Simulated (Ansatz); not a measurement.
With the program Ansatz at the PBE level (PAW), NbP in the tetragonal phase (I4_1md; Nb on 4a, P on 4a) relaxes to a = 3.347 Å, c = 11.427 Å. P has 6 nearest neighbours from 2.54 Å (trigonal prismatic). Its formation energy from the elements is -1.04 eV/atom, with no fitted shifts.

Electronic character: no gap, with almost no states at the Fermi level (zero-gap or semimetallic).

An equation-of-state fit gives a bulk modulus of 186 GPa.

The cell was relaxed with PBE under the symmetry of its start. No spin polarisation was allowed. A small band overlap can be real or an error of a semilocal functional. The references are the lowest solids computed at this level, not always the standard phases. Scalar-relativistic: spin–orbit coupling is off unless named, which matters more the heavier the elements.

Potentials: the earlier of the program's two PAW sets.
